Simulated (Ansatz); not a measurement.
TiAl (CuAu type, space group P4/mmm)

```
TiAl
1.0
    2.82428     0.00000     0.00000
    0.00000     2.82428     0.00000
    0.00000     0.00000     4.07075
Al Ti
1 1
Cartesian
  1.41214   1.41214   2.03537
  0.00000   0.00000   0.00000
```

Scan: atom 2 (Ti, nearest neighbour Ti at 2.824 Å; its periodic images, 2.8 Å or more away, move with it) is displaced along Cartesian [111], direction (0.577, 0.577, 0.577) in Cartesian axes, by s. The other atoms stay.

Calculation: PBE (plane waves to 420 eV, PAW, scalar-relativistic; Ansatz, a quantum-chemistry and plane-wave program). k mesh 13×13×9 (Γ-centred), Fermi-Dirac smearing 0.05 eV. E stands for the smeared free energy. With partly filled bands, energies and forces of such displacements shift with the k mesh and the smearing. TiAl is run without spin polarisation. TiAl was relaxed with its symmetry unable to fall. The zero of ΔE is the undisplaced structure.

Question: Estimate the ΔE (meV/cell) for s (Å) = -0.560, -0.448, -0.224, 0.112, 0.224, 0.560.

Answer: 
| s (Å) | ΔE (meV/cell) |
|---|---|
| -0.560 | 928 |
| -0.448 | 552 |
| -0.224 | 125 |
| 0.112 | 30 |
| 0.224 | 125 |
| 0.560 | 928 |

(A displaced cell: forces are minus the slopes of the energy, force constants its curvatures, and phonons follow from these.)
